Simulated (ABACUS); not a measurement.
# Relaxation of cell and atoms of Hf (P6_3/mmc, 2 atoms in the cell; from Materials Project mp-103, lattice scaled a little) at several settings

```
Hf
1.0
    3.12470     0.00000     0.00000
   -1.56235     2.70607     0.00000
    0.00000     0.00000     4.93809
Hf
2
Direct
  0.33333   0.66667   0.25000
  0.66667   0.33333   0.75000
```

Base: PBE, numerical atomic orbitals TZP (confined pseudo-atomic orbitals; energy shift 0.003 Ry), PseudoDojo 0.5 standard norm-conserving PBE (tails mended) pseudopotentials in ABACUS 3.10.1. Its settings: basis = TZP numerical atomic orbitals, energy shift 0.003 Ry; KPT = Gamma 16 16 9 0 0 0; basis_type = lcao; ecutwfc = 100 Ry; smearing_method = mv; smearing_sigma = 0.00734986 Ry; potentials = PseudoDojo 0.5 standard norm-conserving PBE (tails mended); symmetry = 1; ks_solver = genelpa; scf_nmax = 100; scf_thr = 1.0e-07; mixing_type = broyden; mixing_beta = 0.7. Starting volume 20.88 Å³ per atom.

Each line gives the change from the base single point and the result:

- calculation: scf → cell-relax; vdw_method: default → d3_bj; relax_method: default → cg; relax_nmax: default → 40; force_thr_ev: default → 0.02 eV/Å; stress_thr: default → 0.5 kbar [DFT, PBE-D3(BJ), numerical atomic orbitals TZP (confined pseudo-atomic orbitals; energy shift 0.003 Ry), PseudoDojo 0.5 standard norm-conserving PBE (tails mended) pseudopotentials]: pressure 0.00 GPa; final cell a = 3.166 Å, b = 3.166 Å, c = 5.016 Å, α = 90.00°, β = 90.00°, γ = 120.00°; final volume per atom 21.77 Å³; relaxation steps 7.
- calculation: scf → cell-relax; ecutwfc: 100 Ry → 140 Ry; relax_method: default → cg; relax_nmax: default → 40; force_thr_ev: default → 0.02 eV/Å; stress_thr: default → 0.5 kbar: pressure -0.01 GPa; final cell a = 3.198 Å, b = 3.198 Å, c = 5.066 Å, α = 90.00°, β = 90.00°, γ = 120.00°; final volume per atom 22.43 Å³; relaxation steps 7; free energy against the base single point -42.5 meV/atom.

The atom-centred basis is finite, which shifts total energies and pressures against plane waves. The structure comes from a collection of computed structures, made at another level of theory; the collection holds predicted forms beside known ones. Its lattice was then scaled.

The atomic orbitals were generated for these runs; they are not ABACUS's published sets and were checked against plane waves on a few crystals only.

“Tails mended”: in these copies of the files the far tail of each local potential was reset to the Coulomb form.
